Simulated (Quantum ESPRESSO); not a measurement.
# Au4ZrHf2Ti: one composition in several site orders

A calculation, not a measurement. The program is pw.x of Quantum ESPRESSO 7.5 (plane-wave density functional theory). The cell is made up: eight metal atoms on a hexagonal close-packed lattice, with elements, volume, strain and displacements drawn at random and not relaxed, so it may be unstable or far from any real phase. PseudoDojo standard norm-conserving files set the functional (PBE unless stated); there is no spin polarisation or spin-orbit coupling, the Fermi-Dirac width of 0.25 eV means electrons at about 2900 K, and the masses in the input are unused placeholders. Heavy elements are run without spin-orbit coupling, which real alloys of them have. A spin test at this wide smearing found no moment, but such smearing suppresses magnetism that the real alloy may have.

The runs put one composition on the sites in different orders. Cell, positions, cutoff, mesh and smearing stay as in the input of run 1; sites are counted in its order. Stress in the tables is positive in tension.

Input of run 1:

```
&control calculation='scf', pseudo_dir='./dojo.nc.sr.pbe.v0_5.standard.upf', outdir='./o', disk_io='minimal', tprnfor=.true., tstress=.true. /
&system ibrav=0, nat=8, ntyp=4, nbnd=75, ecutwfc=84.00895049, nosym=.true., tot_charge=0,
 occupations='smearing', smearing='fd', degauss=0.0183746611
/
&electrons conv_thr=1.470e-08, electron_maxstep=70, mixing_beta=0.5 /
ATOMIC_SPECIES
Au 1.0 Au.upf
Hf 1.0 Hf.upf
Ti 1.0 Ti.upf
Zr 1.0 Zr.upf
CELL_PARAMETERS angstrom
4.4318 -2.4246 -0.058
-2.9204 -0.0489 -4.6831
3.0793 5.0652 -0.046
ATOMIC_POSITIONS angstrom
Au -0.0606 -0.0179 -0.0717
Zr 1.5306 2.5325 -0.0211
Hf 0.0755 1.6018 -2.4664
Hf 1.7046 4.2373 -2.3712
Ti 2.952 0.0633 -0.0748
Au 4.5329 2.6472 -0.0426
Au 1.4789 -0.8524 -2.3706
Au 3.0335 1.713 -2.4838
K_POINTS automatic
5 5 4 1 1 1
```

```
run  elements on sites 1 to 8  free energy less that of run 1 (eV)  -TS (eV)  pressure (GPa)  stress xx (GPa)  stress yy (GPa)  stress zz (GPa)  stress yz (GPa)  stress xz (GPa)  stress xy (GPa)  iterations
  1   Au Zr Hf Hf Ti Au Au Au                                0.000    -1.472           13.85            -9.64           -16.05           -15.87            -0.34            -1.77             0.65          15
  2   Au Au Au Hf Ti Au Zr Hf                                0.362    -1.482           13.97           -11.82           -15.37           -14.71            -0.28            -1.92             1.26          16
  3   Ti Au Au Hf Au Hf Au Zr                                0.170    -1.399           13.80           -10.32           -15.51           -15.58            -0.39            -3.93             2.63          14
  4   Au Hf Hf Zr Au Au Ti Au                                0.159    -1.482           13.57            -9.79           -14.93           -15.98            -0.24            -3.02             0.22          15
  5   Au Zr Hf Au Ti Hf Au Au                                0.510    -1.539           14.50           -11.95           -15.40           -16.14             0.16            -1.63            -0.16          15
  6   Au Zr Au Au Ti Hf Au Hf                                0.591    -1.576           14.43           -11.00           -15.80           -16.48            -0.55            -2.26             0.81          15
```

Forces Fx Fy Fz (eV/Å):

```
site              run 1              run 2              run 3              run 4              run 5              run 6
   1     0.32 0.76 0.63     0.61 0.75 0.89     0.54 1.32 0.39     0.60 0.51 0.79     0.51 0.75 0.75     0.38 0.69 0.81
   2   -0.46 -0.28 0.21  -0.56 -0.51 -0.73  -0.41 -0.01 -0.66  -0.17 -0.30 -0.13  -0.90 -0.66 -0.68  -0.91 -0.98 -0.59
   3     0.93 0.82 0.75     0.13 0.74 0.41     0.20 0.76 0.91     0.33 1.01 0.83    0.11 -0.01 1.70     0.23 0.62 0.43
   4  -1.42 -0.20 -0.77  -1.61 -0.26 -0.04   -0.54 0.52 -0.50  -1.46 -0.11 -1.27  -0.85 -0.43 -0.63  -0.85 -0.31 -0.62
   5  -0.07 -0.73 -1.06    0.70 0.09 -0.09   0.20 -0.50 -0.38   0.52 -0.23 -0.35   -0.14 0.38 -0.73   0.26 -0.12 -0.07
   6  -0.46 -0.26 -0.33  -0.42 -0.45 -0.32  -1.17 -0.46 -0.45  -0.53 -0.27 -0.83   0.15 -0.04 -0.93  -0.94 -0.02 -0.53
   7    0.64 0.16 -0.54    0.78 0.24 -0.31   0.36 -0.20 -0.27    0.13 -0.25 0.29    0.80 0.26 -0.47    0.66 0.38 -0.27
   8    0.51 -0.28 1.12    0.37 -0.60 0.19    0.81 -1.44 0.96    0.59 -0.36 0.68    0.32 -0.24 1.00    1.18 -0.25 0.84
```

The sites are displaced and not relaxed, so the energy differences mix bonding between neighbours with strain and are not ordering energies. A rerun of one cell of this series at a higher cutoff and on a denser mesh moved values by no more than 0.005 eV in energy, 0.03 GPa in stress and 0.005 eV/Å in force, and a second program with other atomic files agreed on that cell to 2 % rms in force and 0.5 GPa in pressure.